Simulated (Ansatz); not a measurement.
## Structure relaxation, Mn

The relaxed structure here is a generated cell of Mn: the first start was made by placing the elements on the sites of a structure type, and the end was not matched to a known phase here, so it may be hypothetical.

The start is a generated trial cell of Mn in the beta-W structure type. Cell shape, volume and atoms are optimised at zero target pressure with r2SCAN (plane waves to 500 eV, PAW, scalar-relativistic; Ansatz, a first-principles code). The first steps use a coarse 7×7×7 k-mesh.

Input geometry:
```
CELL_PARAMETERS angstrom
      4.54425     0.00000     0.00000
      0.00000     4.54425     0.00000
      0.00000     0.00000     4.54425
ATOMIC_POSITIONS crystal
  Mn 0.25000 0.00000 0.50000
  Mn 0.75000 0.00000 0.50000
  Mn 0.00000 0.50000 0.25000
  Mn 0.00000 0.50000 0.75000
  Mn 0.50000 0.25000 0.00000
  Mn 0.50000 0.75000 0.00000
  Mn 0.00000 0.00000 0.00000
  Mn 0.50000 0.50000 0.50000
```
Spin-polarised start, with parallel moments on Mn.

How large is the pressure on the unrelaxed cell, and of which sign?

-12.2 GPa (negative: the cell is under tension).

By how much does the energy per atom fall from start to end?

0.03 eV/atom.

How does the volume per atom move from start to end?

-6.4 %, from 11.73 to 10.98 Å³/atom.

How do the shortest distances between atoms change?

The closest pairs of elements (up to four, under 3.6 Å), start → end: Mn–Mn 2.27 → 2.22 Å.

What does it relax into? Give the structure.


Space group Pm-3n (No. 223); a = 4.445 Å, b = 4.445 Å, c = 4.445 Å, α = 90.00°, β = 90.00°, γ = 90.00°

```tsv
atom	site	symmetry	x	y	z
Mn	6c	-4m.2	0.0000	0.5000	0.2500
Mn	2a	m-3.	0.0000	0.0000	0.0000
```

The space group stays Pm-3n (No. 223) (the run could not lower it), with 8 atoms in the primitive magnetic cell. Final values are on a 11×11×11 k-mesh of the relaxed cell. Spin state reached: ferromagnetic (net 0.93 μB/atom), from parallel starting moments; other spin orders were not run from this start. r2SCAN tends to overstate moments in metals. The program's look for a lower electronic state was skipped, cut short or left open in this run.

The run could not lose the symmetry of its start: the end is stationary, and may be a saddle point rather than a minimum.

All atoms sit on sites fixed by symmetry, so only the cell could relax.
